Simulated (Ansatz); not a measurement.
Te2Mo in space group P6_3/mmc (No. 194; Mo on 2c, Te on 4f) at seven volumes, r²SCAN+D4 in the plane-wave PAW code Ansatz, shape and atoms relaxed at each. One row is withheld.

```csv
V (Å³/atom),P (GPa)
23.551,4.61
24.327,2.60
25.103,1.10
25.880,0.00
26.656,-0.73
27.433,-1.16
28.209,?
```

Problem. Fit the shown pressures and predict the withheld one.

Solution. P = (3/2)B₀(x^(7/2) − x^(5/2))[1 + (3/4)(B′ − 4)(x − 1)] with x = (V₀/V)^(2/3). Least squares on the six rows gives V₀ = 25.897 Å³/atom, B₀ = 29.3 GPa, B′ = 11.66. At V = 28.209, x = 0.9446 and P = -1.44 GPa. The run itself gave -1.38 GPa.

Symmetry was held in the r²SCAN+D4 relaxation. No spin polarisation was allowed. Spin–orbit coupling is left out wherever it is not named.

Potentials: the later of the program's two PAW sets.
